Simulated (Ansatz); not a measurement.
Cu: two-dimensional strain map

Theory: Ansatz, DFT PBEsol, scalar-relativistic, plane waves, PAW. The runs took a 420 eV cutoff, a Γ-centred 24×24×12 mesh and Gaussian smearing (0.15 eV). No spin polarisation. Energies are free energies at this smearing, counted from the undisturbed cell; pressure is positive in compression.

The starting cell (as given, not relaxed at this level; it stands at -1.6 GPa; this form isn't the usual structure):

```
Cu
1.0
     2.53410    0.00000    0.00000
    -1.26705    2.19459    0.00000
     0.00000    0.00000    4.11257
Cu
2
Direct
  0.33333 0.66667 0.25000
  0.66667 0.33333 0.75000
```

The cell is strained by p along both x and y and by q along z, fractional coordinates fixed. Points are written (p, q).

Energy above the undisturbed cell in meV/atom (a dash: not computed):

| p \ q | -0.080 | -0.040 | 0.000 | 0.040 | 0.080 |
| --- | --- | --- | --- | --- | --- |
| -0.080 | 433.5 | 289.1 | 208.9 | 175.9 | 177.2 |
| -0.040 | 183.7 | 83.3 | 37.3 | 31.2 | 53.3 |
| 0.000 | 80.5 | 17.7 | 0.0 | 15.9 | 55.5 |
| 0.040 | 72.3 | 43.2 | 49.9 | 83.8 | 137.3 |
| 0.080 | 125.0 | 125.1 | 153.7 | 203.4 | 268.3 |

Pressure in GPa:

```csv
p \ q,-0.080,-0.040,0.000,0.040,0.080
-0.080,72.9,54.3,40.4,30.1,22.4
-0.040,38.9,24.9,14.6,7.0,1.6
0.000,16.6,6.1,-1.6,-7.1,-10.9
0.040,2.2,-5.8,-11.5,-15.4,-18.1
0.080,-7.2,-13.1,-17.3,-20.1,-21.9
```

Cost: 25 runs of about 7.7 core-minutes in all, on Arm Neoverse N1 (shared hosts).